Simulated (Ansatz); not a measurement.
SrTiHO2 in space group P4/mmm (No. 123; Sr on 1a, Ti on 1d, O on 2e, H on 1c) under volume change, the program Ansatz at the PBEsol level (PAW), shape and atoms relaxed at each volume.

| V (Å³/atom) | E − E(relaxed) (meV/atom) | P (GPa) |
|---|---|---|
| 10.428 | [?] | [?] |
| 10.771 | [?] | [?] |
| 11.115 | 4.5 | 4.31 |
| 11.459 | 0.0 | 0.00 |
| 11.803 | 4.0 | -3.67 |
| 12.146 | 15.3 | -6.66 |
| 12.490 | 32.4 | -9.22 |

Fill in the missing entries.


- 10.771, E − E(relaxed) (meV/atom): 19.0
- 10.771, P (GPa): 9.30
- 10.428, E − E(relaxed) (meV/atom): 45.1
- 10.428, P (GPa): 15.26

What does a third-order Birch–Murnaghan fit give for V₀, B₀ and B′?

V₀ = 11.46 Å³/atom, B₀ = 131 GPa, B′ = 4.6.

The start of the workflow was typed in or built on a structure type; neither database checked (COD, Materials Project) lists it. Its standing as an ambient phase is unchecked. The cell was relaxed with PBEsol under the symmetry of its start; its stability against distortions is not shown here. Magnetic state: ferromagnetic, chosen from 4 collinear starts compared on coarse meshes (ties went to the first, and starts can fall back to one state), not a proven ground state. No Hubbard U is applied.

Potentials: the earlier of the program's two PAW sets. The files were generated under PBE; for other functionals the program regenerates the frozen cores, and for LDA and PBEsol the local potential too.
